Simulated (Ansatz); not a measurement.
Theory: DFT PBE, scalar-relativistic, plane waves, PAW in Ansatz 0.2.0. All cells share a 420 eV cutoff and Γ-centred k meshes spaced at most about 0.3 Å⁻¹ (about 0.25 or finer for metals, 2π included). No spin polarisation in the final relaxations.

All energies are static (0 K, no zero-point motion).

Two forms of CdSi₂ were relaxed alike.

A.

```cif
data_structure
_symmetry_space_group_name_H-M 'I4/mcm'
_symmetry_Int_Tables_number 140
_cell_length_a 6.4482
_cell_length_b 6.4482
_cell_length_c 5.6834
_cell_angle_alpha 90.000
_cell_angle_beta 90.000
_cell_angle_gamma 90.000
_cell_volume 236.31
loop_
_atom_site_label
_atom_site_type_symbol
_atom_site_symmetry_multiplicity
_atom_site_Wyckoff_symbol
_atom_site_fract_x
_atom_site_fract_y
_atom_site_fract_z
_atom_site_occupancy
Cd1 Cd 4 a 0.00000 0.00000 0.25000 1
Si1 Si 8 h 0.13144 0.63144 0.00000 1
```

B.

```cif
data_structure
_symmetry_space_group_name_H-M 'P6_3/mmc'
_symmetry_Int_Tables_number 194
_cell_length_a 3.7663
_cell_length_b 3.7663
_cell_length_c 10.3376
_cell_angle_alpha 90.000
_cell_angle_beta 90.000
_cell_angle_gamma 120.000
_cell_volume 126.99
loop_
_atom_site_label
_atom_site_type_symbol
_atom_site_symmetry_multiplicity
_atom_site_Wyckoff_symbol
_atom_site_fract_x
_atom_site_fract_y
_atom_site_fract_z
_atom_site_occupancy
Cd1 Cd 2 c 0.33333 0.66667 0.25000 1
Si1 Si 4 f 0.33333 0.66667 0.95434 1
```

Problem. Which form is favoured at zero pressure, and by what margin per atom?

Solution. B is lower, by 0.37 eV/atom. A has space group I4/mcm (No. 140), 19.7 Å³/atom and no gap on its mesh; B has space group P6_3/mmc (No. 194), 21.2 Å³/atom and no gap. Counting Si atoms around Cd (those within 1.25 times the shortest such distance or 1.15 times the sum of covalent radii; the shortest distance is added where it is long for a bond), A has Cd 8 and B has Cd 8 from 3.0 Å. A holds Si–Si pairs (shortest 2.40 Å); B holds Si–Si nets (shortest 2.37 Å). The lower one is the more open, so pressure narrows the difference. Even the lower one lies +0.30 eV/atom against the reference forms of the elements (uncorrected), so neither is stable at this level. Both come from invented guesses.

Cells relaxed within their symmetry can be saddle points.
